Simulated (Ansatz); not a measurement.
Input and command of a plane-wave DFT calculation in Ansatz:

```yaml
crystal:
  lattice:
    - [6.5851807155, 0.0, 0.0]
    - [-3.2925903578, 5.7029337882, 0.0]
    - [0.0, 0.0, 5.285623567]
  atoms:
    - { symbol: Sb, position: [0.833, 0.666, 0.25] }
    - { symbol: Sb, position: [0.167, 0.833, 0.75] }
    - { symbol: Sb, position: [0.334, 0.167, 0.25] }
    - { symbol: Sb, position: [0.167, 0.334, 0.75] }
    - { symbol: Sb, position: [0.833, 0.167, 0.25] }
    - { symbol: Sb, position: [0.666, 0.833, 0.75] }
    - { symbol: Pd, position: [0.3333333333, 0.6666666667, 0.25] }
    - { symbol: Pd, position: [0.6666666667, 0.3333333333, 0.75] }
basis:
  ecutwfc: 420
kpoints:
  mp_grid: { grid: [3, 3, 4] }
hamiltonian:
  xc: pbe
scf:
  occupations: { method: gaussian, width: 0.1 }
  lower_state_search: "off"
output:
  forces: true
  stress: true
  eigenvalues: true
relax:
  adjacent_minimum: "off"
  f_tol: 0.04
  max_steps: 70
  cell: { stress_tol: 0.4 }
```

```bash
ansatz run input.yaml --threads 1 --pin off --max-ram 2560MiB --backend cpu --events-out ev --progress --plain --runs-dir out
```

Processor: Intel(R) Xeon(R) Platinum 8259CL CPU @ 2.50GHz (Skylake/Cascade Lake), 1 thread, on a host shared with other jobs.

Problem. How long does it run, and how much memory does it take?

Solution. About 3.2 min on 1 thread of Intel(R) Xeon(R) Platinum 8259CL CPU @ 2.50GHz (Skylake/Cascade Lake), with other jobs on the host, peak memory 0.59 GiB. It solves 76 bands at 9 k points (the mesh reduced by the symmetry that the task leaves, which can be less than the crystal's) with about 4091 plane waves (on the last cell), in 141 SCF iterations over 22 ionic steps.
